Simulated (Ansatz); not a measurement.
Input file for Ansatz (a program for electronic structure):

Ansatz 0.2 input:
```yaml
crystal:
  lattice:
    - [2.7394872417, 0.0, 0.0]
    - [-1.3697436208, 2.3724655446, 0.0]
    - [0.0, 0.0, 4.4010417915]
  atoms:
    - { symbol: Mo, position: [0.6666666667, 0.3333333333, 0.0] }
    - { symbol: Ru, position: [0.3333333333, 0.6666666667, 0.5] }
kpoints:
  mp_grid: { grid: [17, 17, 9] }
hamiltonian:
  xc: pbesol
  pseudopotentials: { kind: paw }
scf:
  occupations: { method: fermi_dirac, width: 0.1 }
phonons:
  method: dfpt
  response_accuracy: low
  eigenvectors: true
  rigid_motions: translations
```

Output (shortened):

```
Pseudopotential: Mo, paw, valence charge 14
Pseudopotential: Ru, paw, valence charge 16
Functional definition: PBEsol
Crystal: 2 atoms, lattice volume = 28.604 Å³
Basis set: ecut = 420 eV, 573 PW (Γ), exchange–correlation on 40×40×60 points (8 copies of the dense FFT grid, shifted against one another)
Bands: 19, of which v1, the nominal top of the filled ones, is band 15 counted from 1 (14 counted from 0)
Symmetry: 12 space group operations
k-points: 405 of 2601 (irreducible under 4 space group operations, time reversal used)
SCF iter   1: F=—  HF=-10713.864725 eV  |F-HF|=—  |Δ(HF+E_count)|=         —  Δρ=1.01e-2  dr2=2.37e-2  ethr=1.77e-3  ⟨swp⟩=5.0  Hψ=31832  notcnv=0
preconditioner: auto → none
SCF iter   2: F=—  HF=-10713.863895 eV  |F-HF|=—  |Δ(HF+E_count)|=   8.30e-4  Δρ=6.17e-3  dr2=1.47e-2  ethr=7.89e-5  ⟨swp⟩=1.7  Hψ=11365  notcnv=0
SCF iter   3: F=—  HF=-10713.862691 eV  |F-HF|=—  |Δ(HF+E_count)|=   1.20e-3  Δρ=7.88e-4  dr2=1.43e-4  ethr=4.89e-5  ⟨swp⟩=1.0  Hψ=7695  notcnv=0
SCF iter   4: F=—  HF=-10713.862674 eV  |F-HF|=—  |Δ(HF+E_count)|=   1.70e-5  Δρ=2.80e-4  dr2=2.24e-5  ethr=4.75e-7  ⟨swp⟩=2.0  Hψ=13573  notcnv=0
SCF iter   5: F=—  HF=-10713.862667 eV  |F-HF|=—  |Δ(HF+E_count)|=   7.40e-6  Δρ=6.62e-5  dr2=8.53e-7  ethr=7.48e-8  ⟨swp⟩=2.0  Hψ=12877  notcnv=0
SCF iter   6: F=—  HF=-10713.862667 eV  |F-HF|=—  |Δ(HF+E_count)|=   2.28e-7  Δρ=1.03e-5  dr2=1.28e-8  ethr=2.84e-9  ⟨swp⟩=2.4  Hψ=12402  notcnv=0
SCF iter   7: F=—  HF=-10713.862667 eV  |F-HF|=—  |Δ(HF+E_count)|=   2.53e-9  Δρ=1.71e-6  dr2=2.20e-10  ethr=4.26e-11  ⟨swp⟩=2.6  Hψ=14411  notcnv=0
SCF iter   8: F=-10713.862667 eV  HF=-10713.862667 eV  |F-HF|=3.64e-12  |Δ(HF+E_count)|=  9.09e-11  Δρ=2.07e-7  dr2=7.24e-12  ethr=1.00e-12  ⟨swp⟩=4.2  Hψ=38427  notcnv=0
SCF 1 converged in 8 iterations: F = -10713.862667 eV  dr2 = 7.24e-12
DFPT response loops at Γ: preconditioner auto → Kerker (q_TF=auto, 2.750 Å⁻¹) (partly filled bands, converged f_vac=0.000) …
SCF converged after 8 iterations
Free energy (F): -10713.862667 eV
Harris-Foulkes:  -10713.862667 eV  (|F-HF|=3.64e-12)
Internal energy: -10713.800959 eV  (E = F + TS)
E sigma→0 (E₀):  -10713.831813 eV
Entropy (-TS):   -0.061708 eV (-30.854 meV/atom)
Fermi energy:    22.264661 eV
--- Per-component energies (eV) ---
  E_band       = -98.936131
  E_kinetic    = 957.685304
  E_local      = -2057.950928  (includes V_loc(G=0)·N_el)
  E_nonlocal   = 490.015025
  E_hartree    = 673.808635
  E_xc         = -372.647597
  E_vxc        = -468.182322  (∫ρ·V_xc dr)
  E_paw        = -6543.598669  (= ΣΔE_a)
  E_vpaw       = -368.120214  (= ΣTr[D̂ρ^β])
  E_aug_tail   = -0.000159  (compensation charges beyond the density's cutoff)
  E_ewald      = -3861.575165
  E_core_change = 0.462595  (= ΣΔE_core)
  E_smearing   = -0.061708  (= −TS)
  E_closure    = 0.000000  (closes the sum)
  Σ components = -10713.862667   (vs F -10713.862667, Δ=0.00e0)
  [band-id]    e_kinetic+e_local+e_nonlocal+2·e_hartree+e_vxc+e_vpaw+e_augmentation_tail = -98.936024   (vs E_band -98.936131, Δ=1.07e-4)
--- Band table (eV; the first three rows and the last of 405) ---
  k-point 0: bands = ["-50.2070", "-38.3927", "-20.2526", "-19.8845", "-19.8845", "-12.5089", "-11.7504", "-11.7504", "14.9038", "16.8096", "20.3096", "20.3096", "20.7589", "21.8427", "21.8427", "21.8678", "21.8678", "23.9356", "25.2831"]
  k-point 1: bands = ["-50.2069", "-38.3932", "-20.2471", "-19.8844", "-19.8844", "-12.5195", "-11.7506", "-11.7506", "15.0412", "16.8523", "20.2686", "20.2686", "20.6822", "21.5439", "21.5439", "22.2381", "22.2381", "23.5417", "25.2949"]
  k-point 2: bands = ["-50.2067", "-38.3943", "-20.2330", "-19.8842", "-19.8842", "-12.5463", "-11.7511", "-11.7511", "15.4313", "16.9625", "20.1875", "20.1875", "20.4778", "21.2640", "21.2640", "22.6042", "22.7033", "22.7033", "25.2947"]
  k-point 404: bands = ["-50.1184", "-38.1861", "-20.4223", "-20.1448", "-20.1290", "-12.8065", "-12.3642", "-12.2717", "17.7521", "17.8386", "19.1359", "19.8351", "19.9085", "20.7551", "21.7775", "22.3786", "24.8392", "25.7795", "27.4017"]
--- Phonons (Γ-DFPT): 4 representative perturbations + reference, on 405 of 2601 k-points (Σ response iterations 11) ---
  ASR residual: 1.067e-3 → 0.000e0 eV/Å²; symmetrization residual: 3.833e-4 eV/Å²
  ASR residual per site (eV/Å²): 1.07e-3 7.53e-4
  Γ frequencies (cm⁻¹): 0.00 0.00 0.00 135.53 135.53 166.52
  non-analytic LO–TO correction: not included (Born effective charges unavailable; polar crystals: no LO–TO splitting at Γ)
```

Cost: about 70 core-seconds (a rough figure) on shared cores.

Space group P-6m2. The workflow started from a Materials Project entry (that database holds measured and hypothetical structures alike); the Crystallography Open Database copy checked does not list it. With Mo and Ru taken as one species the cell has the higher symmetry P6_3/mmc, so it may be an ordered model of a mixed-site phase. Its standing as an ambient phase is unchecked. Symmetry was held in the PBEsol relaxation; of distortions, only those at the zone centre were tested. The run is not spin-polarised. As this level gives no gap, phonon frequencies hold no LO–TO term and depend on the k-mesh and smearing (Fermi–Dirac, 0.1 eV here). Spin–orbit coupling is left out wherever it is not named.

Potentials: the later of the program's two PAW sets.

Ansatz is a plane-wave DFT program.
